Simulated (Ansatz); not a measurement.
**Question.** Each is relaxed and computed with r²SCAN (plane waves, PAW; program Ansatz). Which is the only metal?
(A) LaSi2Ni2, I4/mmm (La on 2a, Si on 4e, Ni on 4d)
(B) Rb2NiF4, I4/mmm (Rb on 4e, Ni on 2a, F on 4c, F on 4e)
(C) Ta2O5, I4/mmm (Ta on 4e, O on 2a, O on 8f)
(D) LaOF, P4/nmm (La on 2c, O on 2b, F on 2a)

**Answer.** A, LaSi2Ni2, I4/mmm (La on 2a, Si on 4e, Ni on 4d). LaSi2Ni2: metal; Rb2NiF4: gap 3.29 eV; LaOF: gap 5.05 eV (indirect); Ta2O5: gap 2.15 eV (direct). Spin orders computed, not proven ground states: Rb2NiF4, I4/mmm (Rb on 4e, Ni on 2a, F on 4c, F on 4e) antiferromagnetic. Standing as an ambient phase not checked: LaSi2Ni2, I4/mmm (La on 2a, Si on 4e, Ni on 4d); Rb2NiF4, I4/mmm (Rb on 4e, Ni on 2a, F on 4c, F on 4e); LaOF, P4/nmm (La on 2c, O on 2b, F on 2a); Ta2O5, I4/mmm (Ta on 4e, O on 2a, O on 8f). Unstable at this level: Ta2O5, I4/mmm (Ta on 4e, O on 2a, O on 8f). All cells were relaxed under the symmetry of their starts (and spin orders); stability against distortions was not tested throughout. Cells of antiferromagnets are given as chemical subcells. Rows with no word on spin ran without spin polarisation. No Hubbard U is applied. Scalar-relativistic: spin–orbit coupling is off unless named, which matters more the heavier the elements.

Potentials: the later of the program's two PAW sets.
